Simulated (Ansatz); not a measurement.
MgO (rock salt)

```
CELL_PARAMETERS angstrom
      0.00000     2.12722     2.12722
      2.12722     0.00000     2.12722
      2.12722     2.12722     0.00000
ATOMIC_POSITIONS crystal
  O  0.00000 0.00000 0.00000
  Mg 0.50000 0.50000 0.50000
```

Calculation: PBE (plane waves to 420 eV, PAW, scalar-relativistic; Ansatz, a quantum-chemistry and plane-wave program). DFPT wavenumbers on a 10×10×10 k mesh, in cm⁻¹; i marks imaginary ones, q is in fractions of the reciprocal vectors of the cell shown, and the three acoustic modes at Γ are left out. The non-analytic (LO-TO) term is not included, so polar modes at Γ have their transverse values. MgO was relaxed with its symmetry unable to fall. The PAW data are Ansatz's earlier set.

Q: Does any mode at Γ, L = (0.5, 0.0, 0.0), X = (0.5, 0.5, 0.0) come out imaginary?

A: No imaginary mode at these points (lowest 258 cm⁻¹ at L = (0.5, 0.0, 0.0)); other wave vectors were not tested.

Q: Predict the phonon wavenumbers at Γ, L = (0.5, 0.0, 0.0), X = (0.5, 0.5, 0.0).

A: 
| q | wavenumbers (cm⁻¹) |
|---|---|
| Γ | 365 (×3) |
| L = (0.5, 0.0, 0.0) | 258 (×2), 338 (×2), 527, 548 |
| X = (0.5, 0.5, 0.0) | 279 (×2), 400, 418 (×2), 526 |
